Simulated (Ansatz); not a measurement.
Zr2N (anti-rutile, P4_2/mnm) at seven volumes, DFT-r²SCAN in the program Ansatz with PAW potentials, shape and atoms relaxed at each. One row is withheld.

| V (Å³/atom) | P (GPa) |
|---|---|
| 14.686 | ? |
| 15.170 | 12.90 |
| 15.655 | 5.96 |
| 16.139 | 0.00 |
| 16.623 | -5.10 |
| 17.107 | -9.46 |
| 17.591 | -13.15 |

### Question
Fit the shown pressures and predict the withheld one.

### Answer
P = (3/2)B₀(x^(7/2) − x^(5/2))[1 + (3/4)(B′ − 4)(x − 1)] with x = (V₀/V)^(2/3). Least squares on the six rows gives V₀ = 16.139 Å³/atom, B₀ = 183 GPa, B′ = 4.21. At V = 14.686, x = 1.0649 and P = 21.07 GPa. The run itself gave 20.96 GPa.

The first step of the workflow began from a Materials Project structure, measured or hypothetical; the Crystallography Open Database copy checked does not list it. Whether it is the stable phase at ambient conditions was not checked. The cell was relaxed with r²SCAN under the symmetry of its start; of distortions, only those at the zone centre were tested. The run is not spin-polarised.

Potentials: the later of the program's two PAW sets.
